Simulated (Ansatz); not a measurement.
Relaxed-ion elastic tensor of Al₂Cu in space group P4/mmm (No. 123; Al on 2e, Cu on 1a) in GPa (Voigt order), PBEsol (plane waves, PAW; program Ansatz); density 4.11 g/cm³, 15.83 Å³ per atom.

```csv
,1,2,3,4,5,6
1,209,18.0,66.9,0.0,0.0,0.0
2,18.0,209,66.9,0.0,0.0,0.0
3,66.9,66.9,168,0.0,0.0,0.0
4,0.0,0.0,0.0,57.0,0.0,0.0
5,0.0,0.0,0.0,0.0,57.0,0.0
6,0.0,0.0,0.0,0.0,0.0,47.0
```

Q: Is the crystal mechanically stable?

A: Yes: the smallest eigenvalue of C is 47.0 GPa.

Q: Work out the Voigt, Reuss and Hill averages.

A: K_V = 99.0, K_R = 98.9, K_H = 98.9; G_V = 61.2, G_R = 57.4, G_H = 59.3 GPa.

Q: Give Young's modulus, Poisson's ratio, Pugh's ratio and the universal anisotropy index.

A: E = 9KG/(3K + G) = 148 GPa; ν = 0.25; K/G = 1.67 (near the Pugh limit of 1.75, no verdict); A_U = 5G_V/G_R + K_V/K_R − 6 = 0.33.

Q: Estimate the sound speeds and the Debye temperature.

A: v_l = √((K + 4G/3)/ρ) = 6580 m/s, v_t = √(G/ρ) = 3800 m/s, mean 4220 m/s; Θ = (h/k)(3n/4πV)^(1/3) v_m = 500 K.

Q: How much does each axis shrink under pressure?

A: Linear compressibilities β_i = Σ_j S_ij (j = 1 to 3): x 3.5, y 3.5, z 3.2 per TPa.

The workflow started from a Materials Project entry (that database holds measured and hypothetical structures alike); the Crystallography Open Database copy checked does not list it. It is not the phase usual at ambient conditions (space group No. 140). The cell was relaxed with PBEsol under the symmetry of its start; of distortions, only those at the zone centre were tested. No spin polarisation was allowed. As this level gives no gap, shear constants depend on the k-mesh and smearing (Fermi–Dirac, 0.1 eV here).

Potentials: the later of the program's two PAW sets.
